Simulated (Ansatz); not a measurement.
Input and output for Zr$_{2}$Cd: DFT, PBEsol, all-electron LAPW, scalar-relativistic (Ansatz 0.2.0).

The base volume is that of a database entry, so it needn't be at zero pressure; the structure needn't be the stable phase, at rest or compressed.

Command: `ansatz run input.yaml --threads 1 --pin off --max-ram 3072MiB --backend cpu --events-out ev --progress --plain --runs-dir out` It took 3.9 min on 1 thread of Arm Neoverse V1 (shared host), peak memory 1.4 GiB.

```yaml
crystal:
  lattice:
    - [0.0, 2.1883400586, 6.9998424303]
    - [2.182321725, 0.0, 6.9998424303]
    - [2.182321725, 2.1883400586, 0.0]
  atoms:
    - { symbol: Zr, position: [0.16883929, 0.16883929, 0.83116071] }
    - { symbol: Zr, position: [0.83116071, 0.83116071, 0.16883929] }
    - { symbol: Cd, position: [0.5, 0.5, 0.5] }
kpoints:
  mp_grid: { grid: [12, 12, 12] }
  band_path:
    path:
      - [0.0, 0.0, 0.0]
      - [0.5, 0.0, 0.5]
      - [0.5, 0.0256729069, 0.5256729069]
      - [0.5, 0.9743270931, 0.4743270931]
      - [0.5, 0.5, 0.0]
      - [0.9769468671, 0.5, 0.4769468671]
      - [0.0230531329, 0.5, 0.5230531329]
      - [0.0, 0.5, 0.5]
      - [0.2358722558, 0.7358722558, 0.5]
    npoints: 14
scf:
  occupations: { method: fermi_dirac, width: 0.05 }
hamiltonian:
  xc: pbesol
  pseudopotentials: { kind: all_electron, lapw: { basis_error: 0.001 } }
output:
  forces: true
  stress: true
  eigenvalues: true
  populations: true
```

Output:

```
Zr: projections on atomic orbitals take those of the free atom 1s2 2s2 2p6 3s2 3p6 3d10 4s2 4p6 4d2 5s2, of charge +0.00 (hamiltonian.pseudopotentials.projection_atoms)
Cd: projections on atomic orbitals take those of the free atom 1s2 2s2 2p6 3s2 3p6 3d10 4s2 4p6 4d10 5s2, of charge +0.00 (hamiltonian.pseudopotentials.projection_atoms)
LAPW: plane waves up to 7.333 Å⁻¹, error target 1.0e-3 eV per atom; small_component_spin mean_spin; Zr in spheres of 1.545 Å, 22 of its electrons in bands, Dirac shells []; Cd in spheres of 1.545 Å, 20 of its electrons in bands, Dirac shells [] (how accurate: hamiltonian.pseudopotentials.lapw.basis_error, Limitations)
Engine: ansatz 0.2.0
Pseudopotentials: kind: all_electron
Pseudopotential: Zr, LAPW, valence charge 22, lapw/all_electron/scalar/gaussian/Zr, Koelling and Harmon's equation, gaussian nucleus
Pseudopotential: Cd, LAPW, valence charge 20, lapw/all_electron/scalar/gaussian/Cd, Koelling and Harmon's equation, gaussian nucleus
Functional definition: PBEsol
  exchange = pbesol_x
  correlation = pbesol_c
Crystal: 3 atoms, lattice volume = 66.858 Å³
Basis set: ecut = 204.8597466170701 eV, 429 PW (Γ), FFT grids on a1−a2, a2, a3, exchange–correlation at level 2
Bands: 39, of which v1, the nominal top of the filled ones, is band 32 counted from 1 (31 counted from 0)
Symmetry: 8 space group operations
Space group: Fmmm (ITA 69), of the structure as read, at distance tolerance 4.1e-5 Å
k-points: 280 of 1728
Non-local potential: Zr, projectors of the file, none
Non-local potential: Cd, projectors of the file, none
Initial density: superposition of atomic densities (chi_scale 0.1, normalization cell, long waves kept (reshape's long-wave potential 0.13 eV rms))
Initial wavefunctions: plane waves of lowest kinetic energy (no species holds an atomic orbital)
Functional: x = pbesol(κ = 0.804, μ = 0.12345679012345678), c = pbesol(β = 0.046)
iter 1 solved again at ethr=1.48e-2 eV; its pass at ethr=1.00e-1 eV (dr2=9.50e0 eV) is discarded
SCF iter   1: F=—  HF=-347911.173897 eV  |F-HF|=—  |Δ(HF+E_count)|=         —  Δρ=3.85e-2  dr2=9.50e0  ethr=1.48e-2  ⟨swp⟩=2.0  Hψ=70064  notcnv=0
preconditioner: auto → Kerker (q_TF=auto, 2.709 Å⁻¹)  [metal: Δε(μ)=0.001 eV  Ē_g=6.414 eV  σ=0.050 eV  W_gap=0.00  n_scr=22 (ndim 8)  ℏωp=20.3 eV  f_vac=0.000  D(μ)=2.71/eV (n_scr^D=22)]
SCF iter   2: F=—  HF=-347909.987033 eV  |F-HF|=—  |Δ(HF+E_count)|=    1.19e0  Δρ=2.37e-2  dr2=3.60e0  ethr=1.48e-2  ⟨swp⟩=2.0  Hψ=31410  notcnv=0
SCF iter   3: F=—  HF=-347909.678504 eV  |F-HF|=—  |Δ(HF+E_count)|=   3.09e-1  Δρ=1.69e-2  dr2=1.97e0  ethr=5.63e-3  ⟨swp⟩=2.0  Hψ=31856  notcnv=0
iter 4 solved again at ethr=5.22e-5 eV; its pass at ethr=3.07e-3 eV (dr2=3.34e-2 eV) is discarded
SCF iter   4: F=—  HF=-347909.349290 eV  |F-HF|=—  |Δ(HF+E_count)|=   3.29e-1  Δρ=2.95e-3  dr2=3.32e-2  ethr=5.22e-5  ⟨swp⟩=2.0  Hψ=55173  notcnv=0
SCF iter   5: F=—  HF=-347909.345602 eV  |F-HF|=—  |Δ(HF+E_count)|=         —  Δρ=1.38e-3  dr2=7.09e-3  ethr=5.19e-5  ⟨swp⟩=2.1  Hψ=32927  notcnv=0
the basis was enlarged: its passes take 446.9 KiB over the memory plan, 1 of 1 planned eigensolver slots
SCF iter   6: F=—  HF=-347909.340295 eV  |F-HF|=—  |Δ(HF+E_count)|=   5.31e-3  Δρ=7.92e-4  dr2=1.06e-3  ethr=1.11e-5  ⟨swp⟩=2.0  Hψ=32915  notcnv=0  defer=1
SCF iter   7: F=—  HF=-347909.340071 eV  |F-HF|=—  |Δ(HF+E_count)|=   2.24e-4  Δρ=3.95e-4  dr2=3.10e-4  ethr=1.65e-6  ⟨swp⟩=2.0  Hψ=32911  notcnv=0
SCF iter   8: F=—  HF=-347909.339972 eV  |F-HF|=—  |Δ(HF+E_count)|=   9.93e-5  Δρ=8.15e-5  dr2=2.56e-5  ethr=4.84e-7  ⟨swp⟩=2.3  Hψ=33002  notcnv=0
SCF iter   9: F=—  HF=-347909.339966 eV  |F-HF|=—  |Δ(HF+E_count)|=   6.15e-6  Δρ=2.02e-5  dr2=4.88e-7  ethr=4.00e-8  ⟨swp⟩=2.5  Hψ=33064  notcnv=0
SCF iter  10: F=—  HF=-347909.339966 eV  |F-HF|=—  |Δ(HF+E_count)|=   1.26e-7  Δρ=9.80e-6  dr2=1.43e-7  ethr=7.62e-10  ⟨swp⟩=2.5  Hψ=33125  notcnv=0
SCF iter  11: F=-347909.339965 eV  HF=-347909.339966 eV  |F-HF|=7.07e-8  |Δ(HF+E_count)|=   6.46e-9  Δρ=3.97e-6  dr2=4.43e-8  ethr=2.23e-10  ⟨swp⟩=2.3  Hψ=33001  notcnv=0
SCF 1 converged in 11 iterations: F = -347909.339965 eV  dr2 = 4.43e-8
NSCF: frozen V_eff on 113 k-points
SCF converged after 11 iterations
Free energy (F): -347909.339965 eV
Harris-Foulkes:  -347909.339966 eV  (|F-HF|=7.07e-8)
Internal energy: -347909.316337 eV  (E = F + TS)
E sigma→0 (E₀):  -347909.328151 eV
Entropy (-TS):   -0.023628 eV (-7.876 meV/atom)
Fermi energy:    15.727305 eV
--- Per-component energies (eV) ---
  E_band       = -3567.050307
  E_kinetic    = 361554.040525
  E_xc         = -10247.827607
  E_electrostatic = -699215.529255  (all electrons and nuclei)
  E_smearing   = -0.023628  (= −TS)
  E_closure    = 0.000000  (closes the sum)
  E_atoms      = -347892.038799  (free atoms, spherical and without spin; not in F)
  Σ components = -347909.339965   (vs F -347909.339965, Δ=0.00e0)
  Basis errors (estimates in eV, not in F): energy 1.4e-4 per atom: plane waves 1.0e-4 (5.4e-5 summed), levels above the bands 1.3e-41, relativity 1.3e-8, radial functions 4.0e-5, core shells 1.3e-6; eigenvalues (radial functions only) 1.4e-6; not estimated: angular momenta, meshes, grids; target (lapw.basis_error) 1.0e-3; muffin-tin radii Zr 1.545 Å, Cd 1.545 Å
--- Forces (eV/Å), atoms counted from 1 ---
  atom   1  Zr    -0.00000000    -0.00000000     0.02444743
  atom   2  Zr     0.00000000     0.00000000    -0.02444743
  atom   3  Cd     0.00000000    -0.00000000     0.00000000
  max |Σ_I F_I| component: 2.47e-32 eV/Å
--- Stress (GPa, compression-positive) ---
       -3.673129      -0.000000       0.000000
       -0.000000      -3.741344      -0.000000
        0.000000      -0.000000      -3.462870
  P = ⅓ Tr σ = -3.6258 GPa (-36.258 kbar)
--- Band table (eV; the first three rows and the last of 280) ---
  k-point 0: bands = ["-152.8565", "-152.8565", "-152.8488", "-152.8488", "-152.8461", "-152.8461", "-152.8457", "-152.8457", "-152.8452", "-152.8452", "-86.6913", "-47.7599", "-47.7593", "-47.7392", "-32.8630", "-32.7508", "-11.1772", "-10.6278", "-10.6001", "-10.5971", "-10.4159", "-10.4157", "6.6720", "6.9656", "7.5228", "7.5256", "7.7385", "8.7300", "12.3298", "13.0901", "14.0274", "15.5230", "15.5531", "17.7663", "17.8681", "17.8853", "19.6428", "19.6442", "20.0475"]
  k-point 1: bands = ["-152.8565", "-152.8565", "-152.8488", "-152.8488", "-152.8461", "-152.8461", "-152.8457", "-152.8457", "-152.8452", "-152.8452", "-86.6913", "-47.7611", "-47.7595", "-47.7390", "-32.8563", "-32.7479", "-11.1674", "-10.6996", "-10.5912", "-10.5774", "-10.4648", "-10.4145", "6.7051", "7.0005", "7.4848", "7.5275", "7.7148", "8.8589", "12.4330", "13.1967", "14.1426", "15.5396", "15.6180", "17.5574", "17.8838", "17.8988", "19.3843", "19.7611", "20.1828"]
  k-point 2: bands = ["-152.8565", "-152.8565", "-152.8488", "-152.8488", "-152.8461", "-152.8461", "-152.8457", "-152.8457", "-152.8452", "-152.8452", "-86.6911", "-47.7652", "-47.7592", "-47.7387", "-32.8376", "-32.7401", "-11.1444", "-10.8402", "-10.5912", "-10.5743", "-10.5704", "-10.4117", "6.7739", "7.1115", "7.3802", "7.5362", "7.6509", "9.2413", "12.6816", "13.4667", "14.4916", "15.4508", "15.9165", "17.0870", "17.9142", "18.0197", "18.8980", "20.0346", "20.1786"]
  k-point 279: bands = ["-152.8565", "-152.8565", "-152.8488", "-152.8488", "-152.8461", "-152.8461", "-152.8457", "-152.8457", "-152.8452", "-152.8452", "-86.6913", "-47.7599", "-47.7593", "-47.7392", "-32.8628", "-32.7511", "-11.1696", "-10.6366", "-10.5999", "-10.5969", "-10.4161", "-10.4159", "6.6714", "6.9597", "7.5239", "7.5266", "7.7385", "9.1796", "10.9317", "13.5068", "14.0611", "15.4764", "16.7882", "17.6414", "17.6610", "17.7618", "20.0378", "20.2024", "20.2111"]
--- Löwdin populations: 3 sites ---
  site symbol       q [e]
     0     Zr     40.1784
     1     Zr     40.1784
     2     Cd     47.0983
  spilling = 0.004257 (of n_electrons = 128.000000)
```

populations.tsv:

```
# site	symbol	l	j	q
# orbitals = lowdin
# n_electrons = 128.000000
# spilling = 0.004257
# projection_atom_Zr: 1s2 2s2 2p6 3s2 3p6 3d10 4s2 4p6 4d2 5s2
# projection_atom_Cd: 1s2 2s2 2p6 3s2 3p6 3d10 4s2 4p6 4d10 5s2
0	Zr	0_1S	-	1.999997
0	Zr	0_2S	-	1.999888
0	Zr	0_3S	-	1.997927
0	Zr	0_4S	-	1.961604
0	Zr	0_5S	-	0.907470
0	Zr	1_2P	-	5.999999
0	Zr	1_3P	-	5.999898
0	Zr	1_4P	-	5.976690
0	Zr	2_3D	-	9.999979
0	Zr	2_4D	-	3.334924
1	Zr	0_1S	-	1.999997
1	Zr	0_2S	-	1.999888
1	Zr	0_3S	-	1.997927
1	Zr	0_4S	-	1.961604
1	Zr	0_5S	-	0.907470
1	Zr	1_2P	-	5.999999
1	Zr	1_3P	-	5.999898
1	Zr	1_4P	-	5.976690
1	Zr	2_3D	-	9.999979
1	Zr	2_4D	-	3.334924
2	Cd	0_1S	-	1.999999
2	Cd	0_2S	-	1.999948
2	Cd	0_3S	-	1.999173
2	Cd	0_4S	-	1.987757
2	Cd	0_5S	-	1.179773
2	Cd	1_2P	-	6.000000
2	Cd	1_3P	-	5.999983
2	Cd	1_4P	-	5.998124
2	Cd	2_3D	-	9.999996
2	Cd	2_4D	-	9.933593
```

Next run (volume at 0.9 of the series' base cell), as changes to the input before:

```diff
   lattice:
-    - [0.0, 2.1883400586, 6.9998424303]
-    - [2.182321725, 0.0, 6.9998424303]
-    - [2.182321725, 2.1883400586, 0.0]
+    - [0.0, 2.1128190965, 6.7582735604]
+    - [2.1070084593, 0.0, 6.7582735604]
+    - [2.1070084593, 2.1128190965, 0.0]
   atoms:
-    npoints: 14
+    npoints: 6
 scf:
```

Command: `ansatz run input.yaml --threads 1 --pin off --max-ram 3072MiB --backend cpu --events-out ev --progress --plain --runs-dir out` It took 4.6 min on 1 thread of Arm Neoverse V1, on a shared host, peak memory 1.5 GiB.

Results part of the output:

```
SCF 1 converged in 12 iterations: F = -347909.288516 eV  dr2 = 2.23e-8
NSCF: frozen V_eff on 49 k-points
SCF converged after 12 iterations
Free energy (F): -347909.288516 eV
Harris-Foulkes:  -347909.288516 eV  (|F-HF|=2.02e-8)
Internal energy: -347909.269011 eV  (E = F + TS)
E sigma→0 (E₀):  -347909.278764 eV
Entropy (-TS):   -0.019505 eV (-6.502 meV/atom)
Fermi energy:    17.794460 eV
--- Per-component energies (eV) ---
  E_band       = -6944.605924
  E_kinetic    = 361566.247940
  E_xc         = -10251.476078
  E_electrostatic = -699224.040873  (all electrons and nuclei)
  E_smearing   = -0.019505  (= −TS)
  E_closure    = 0.000000  (closes the sum)
  E_atoms      = -347892.038799  (free atoms, spherical and without spin; not in F)
  Σ components = -347909.288516   (vs F -347909.288516, Δ=0.00e0)
  Basis errors (estimates in eV, not in F): energy 1.4e-4 per atom: plane waves 1.0e-4 (5.2e-5 summed), levels above the bands 6.1e-55, relativity 1.4e-8, radial functions 3.7e-5, core shells 1.1e-7; eigenvalues (radial functions only) 1.6e-6; not estimated: angular momenta, meshes, grids; target (lapw.basis_error) 1.0e-3; muffin-tin radii Zr 1.492 Å, Cd 1.492 Å
--- Forces (eV/Å), atoms counted from 1 ---
  atom   1  Zr     0.00000000     0.00000000    -0.41241336
  atom   2  Zr     0.00000000     0.00000000     0.41241336
  atom   3  Cd     0.00000000     0.00000000    -0.00000000
  max |Σ_I F_I| component: 7.89e-31 eV/Å
--- Stress (GPa, compression-positive) ---
        6.257890       0.000000       0.000000
        0.000000       6.192555       0.000000
        0.000000       0.000000       8.494857
  P = ⅓ Tr σ = 6.9818 GPa (69.818 kbar)
--- Band table (eV; the first three rows and the last of 280) ---
  k-point 0: bands = ["-292.9713", "-292.9713", "-292.9708", "-292.9708", "-292.9637", "-292.9637", "-150.4008", "-150.4008", "-150.3906", "-150.3906", "-150.3895", "-150.3895", "-150.3887", "-150.3887", "-150.3884", "-150.3883", "-84.8410", "-45.9017", "-45.9011", "-45.8907", "-30.5782", "-30.4053", "-9.0260", "-8.2627", "-8.2251", "-8.2209", "-7.9707", "-7.9702", "8.3354", "8.6503", "9.3912", "9.3946", "9.6714", "10.3513", "14.1871", "15.2940", "15.7887", "17.4980", "17.5253", "20.0832", "20.1409", "20.1595", "22.1271", "22.1291", "22.6534", "23.6100"]
  k-point 1: bands = ["-292.9713", "-292.9713", "-292.9708", "-292.9708", "-292.9637", "-292.9637", "-150.4008", "-150.4008", "-150.3906", "-150.3906", "-150.3895", "-150.3895", "-150.3887", "-150.3887", "-150.3884", "-150.3883", "-84.8409", "-45.9038", "-45.9012", "-45.8905", "-30.5680", "-30.4008", "-9.0122", "-8.3645", "-8.2127", "-8.1919", "-8.0393", "-7.9685", "8.3751", "8.6979", "9.3434", "9.3971", "9.6413", "10.4878", "14.3205", "15.3820", "15.9307", "17.5065", "17.6138", "19.8208", "20.1579", "20.1763", "21.8456", "22.2767", "22.7930", "23.3614"]
  k-point 2: bands = ["-292.9713", "-292.9713", "-292.9708", "-292.9708", "-292.9637", "-292.9637", "-150.4008", "-150.4008", "-150.3906", "-150.3906", "-150.3895", "-150.3895", "-150.3887", "-150.3887", "-150.3884", "-150.3884", "-84.8405", "-45.9103", "-45.9008", "-45.8900", "-30.5395", "-30.3891", "-8.9798", "-8.5615", "-8.2161", "-8.1862", "-8.1835", "-7.9641", "8.4542", "8.8488", "9.2122", "9.4082", "9.5600", "10.8924", "14.6302", "15.5845", "16.3745", "17.3924", "17.9927", "19.2512", "20.1843", "20.3279", "21.2903", "22.5958", "22.7916", "22.9939"]
  k-point 279: bands = ["-292.9713", "-292.9713", "-292.9708", "-292.9708", "-292.9637", "-292.9637", "-150.4008", "-150.4008", "-150.3906", "-150.3906", "-150.3895", "-150.3895", "-150.3887", "-150.3887", "-150.3884", "-150.3883", "-84.8410", "-45.9017", "-45.9011", "-45.8907", "-30.5777", "-30.4058", "-9.0124", "-8.2789", "-8.2247", "-8.2205", "-7.9712", "-7.9707", "8.3345", "8.6407", "9.3933", "9.3966", "9.6714", "10.8481", "12.8704", "15.3172", "15.8361", "17.4296", "19.0606", "19.8590", "19.8807", "20.0933", "22.6399", "22.8363", "22.8470", "23.6273"]
--- Löwdin populations: 3 sites ---
  site symbol       q [e]
     0     Zr     40.2436
     1     Zr     40.2436
     2     Cd     47.0372
  spilling = 0.003715 (of n_electrons = 128.000000)
```

Next run (volume at 0.75 of the series' base cell), as changes to the input before:

```diff
   lattice:
-    - [0.0, 2.1128190965, 6.7582735604]
-    - [2.1070084593, 0.0, 6.7582735604]
-    - [2.1070084593, 2.1128190965, 0.0]
+    - [0.0, 1.9882388923, 6.3597789133]
+    - [1.9827708733, 0.0, 6.3597789133]
+    - [1.9827708733, 1.9882388923, 0.0]
   atoms:
```

Command: `ansatz run input.yaml --threads 1 --pin off --max-ram 3072MiB --backend cpu --events-out ev --progress --plain --runs-dir out` It took 4.5 min on 1 thread of Arm Neoverse V1 (shared host), peak memory 1.5 GiB.

Results part of the output:

```
SCF 1 converged in 12 iterations: F = -347908.012134 eV  dr2 = 3.67e-8
NSCF: frozen V_eff on 49 k-points
SCF converged after 12 iterations
Free energy (F): -347908.012134 eV
Harris-Foulkes:  -347908.012134 eV  (|F-HF|=4.03e-8)
Internal energy: -347907.998546 eV  (E = F + TS)
E sigma→0 (E₀):  -347908.005340 eV
Entropy (-TS):   -0.013588 eV (-4.529 meV/atom)
Fermi energy:    21.962857 eV
--- Per-component energies (eV) ---
  E_band       = -6620.481005
  E_kinetic    = 361592.254836
  E_xc         = -10258.848140
  E_electrostatic = -699241.405242  (all electrons and nuclei)
  E_smearing   = -0.013588  (= −TS)
  E_closure    = 0.000000  (closes the sum)
  E_atoms      = -347892.038799  (free atoms, spherical and without spin; not in F)
  Σ components = -347908.012134   (vs F -347908.012134, Δ=0.00e0)
  Basis errors (estimates in eV, not in F): energy 1.7e-4 per atom: plane waves 9.9e-5 (5.1e-5 summed), levels above the bands 2.0e-66, relativity 1.6e-8, radial functions 6.9e-5, core shells 6.4e-7; eigenvalues (radial functions only) 2.0e-6; not estimated: angular momenta, meshes, grids; target (lapw.basis_error) 1.0e-3; muffin-tin radii Zr 1.404 Å, Cd 1.404 Å
--- Forces (eV/Å), atoms counted from 1 ---
  atom   1  Zr     0.00000000     0.00000000    -1.25464836
  atom   2  Zr     0.00000000     0.00000000     1.25464836
  atom   3  Cd     0.00000000     0.00000000     0.00000000
  max |Σ_I F_I| component: 0.00e0 eV/Å
--- Stress (GPa, compression-positive) ---
       34.893384       0.000000       0.000000
        0.000000      34.878626       0.000000
        0.000000       0.000000      43.857240
  P = ⅓ Tr σ = 37.8764 GPa (378.764 kbar)
--- Band table (eV; the first three rows and the last of 280) ---
  k-point 0: bands = ["-288.2395", "-288.2395", "-288.2391", "-288.2391", "-288.2245", "-288.2245", "-145.6658", "-145.6658", "-145.6546", "-145.6546", "-145.6488", "-145.6488", "-145.6486", "-145.6486", "-145.6485", "-145.6485", "-81.2281", "-42.2888", "-42.2706", "-42.2697", "-26.2707", "-25.9197", "-5.0126", "-3.7167", "-3.6416", "-3.6342", "-3.2093", "-3.2078", "11.5225", "11.8553", "13.0379", "13.0425", "13.4633", "13.7153", "17.9071", "19.2058", "19.8318", "21.3486", "21.4733", "24.5717", "24.5926", "24.7075", "26.9605", "26.9644", "27.7479", "28.9864"]
  k-point 1: bands = ["-288.2395", "-288.2395", "-288.2391", "-288.2391", "-288.2245", "-288.2245", "-145.6658", "-145.6658", "-145.6546", "-145.6546", "-145.6488", "-145.6488", "-145.6486", "-145.6486", "-145.6485", "-145.6485", "-81.2277", "-42.2883", "-42.2753", "-42.2697", "-26.2507", "-25.9109", "-4.9885", "-3.8894", "-3.6201", "-3.5879", "-3.3297", "-3.2048", "11.5758", "11.9330", "12.9700", "13.0464", "13.4180", "13.8652", "18.0902", "19.4112", "19.8815", "21.4244", "21.5291", "24.3049", "24.5890", "24.6308", "26.6357", "27.2011", "27.8904", "28.6553"]
  k-point 2: bands = ["-288.2395", "-288.2395", "-288.2391", "-288.2391", "-288.2245", "-288.2245", "-145.6658", "-145.6658", "-145.6546", "-145.6546", "-145.6488", "-145.6488", "-145.6486", "-145.6486", "-145.6485", "-145.6485", "-81.2268", "-42.2894", "-42.2871", "-42.2687", "-26.1946", "-25.8879", "-4.9314", "-4.2283", "-3.6372", "-3.5776", "-3.5696", "-3.1960", "11.6747", "12.1813", "12.7839", "13.0626", "13.2967", "14.3022", "18.4730", "19.8938", "20.1228", "21.2367", "22.1359", "23.5017", "24.6034", "24.8725", "25.9424", "27.6340", "27.8998", "28.1507"]
  k-point 279: bands = ["-288.2395", "-288.2395", "-288.2391", "-288.2391", "-288.2245", "-288.2245", "-145.6658", "-145.6658", "-145.6546", "-145.6546", "-145.6488", "-145.6488", "-145.6486", "-145.6486", "-145.6485", "-145.6485", "-81.2281", "-42.2888", "-42.2706", "-42.2697", "-26.2690", "-25.9216", "-4.9781", "-3.7612", "-3.6399", "-3.6326", "-3.2112", "-3.2097", "11.5206", "11.8402", "13.0440", "13.0483", "13.4633", "14.3227", "16.8785", "18.8835", "19.2861", "21.2253", "23.4848", "24.1653", "24.1905", "24.9133", "27.7247", "27.9972", "28.0125", "29.0177"]
--- Löwdin populations: 3 sites ---
  site symbol       q [e]
     0     Zr     40.3529
     1     Zr     40.3529
     2     Cd     46.9127
  spilling = 0.002981 (of n_electrons = 128.000000)
```

The structure type is held throughout; the real material can change phase at far lower pressure.
